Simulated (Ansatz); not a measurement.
WC (WC type, space group P-6m2)

```
WC
1.0
    2.92185     0.00000     0.00000
   -1.46093     2.53040     0.00000
    0.00000     0.00000     2.84710
W C
1 1
Direct
  0.00000   0.00000   0.00000
  0.66667   0.33333   0.50000
```

In each cell atom 2 (C, nearest neighbour W at 2.207 Å; its periodic images, 2.8 Å or more away, move with it) moves by s·(-0.662, -0.382, -0.645) (towards the nearest neighbour), the rest being held.

Calculation: PBE (plane waves to 420 eV, PAW, scalar-relativistic; Ansatz, a quantum-chemistry and plane-wave program). k mesh 15×15×13 (Γ-centred), Fermi-Dirac smearing 0.05 eV. E stands for the smeared free energy. Left out: 1 of 11 points, with atoms too close for the PAW data. With partly filled bands, energies and forces of such displacements shift with the k mesh and the smearing. Spin-orbit coupling is left out, though W is heavy. WC is run without spin polarisation. WC was relaxed with its symmetry unable to fall. The zero of ΔE is the undisplaced structure. The last digit holds for this mesh only.

| s (Å) | ΔE (meV/cell) |
|---|---|
| -0.440 | 1388.7 |
| -0.352 | 883.1 |
| -0.264 | 493.4 |
| -0.176 | 218.4 |
| -0.088 | 54.7 |
| 0.000 | 0.0 |
| 0.088 | 56.6 |
| 0.176 | withheld |
| 0.264 | 560.9 |
| 0.352 | 1066.5 |

Q: Fit a polynomial form (powers 2, 3, 4) to the given rows and predict ΔE at s = 0.176.

A: Least squares on the 9 given rows: ΔE = (7335)·s² + (2110)·s³ + (4025)·s⁴, in meV/cell with s in Å; root-mean-square residual 3.72 meV/cell. At 0.176 the fit gives 242.6 meV/cell; the calculation gives 236.2 meV/cell, so the interpolation is off by 6.4 (+2.7 %). The quadratic term alone would give 227.2 meV/cell.

(A displaced cell: forces are minus the slopes of the energy, force constants its curvatures, and phonons follow from these.)
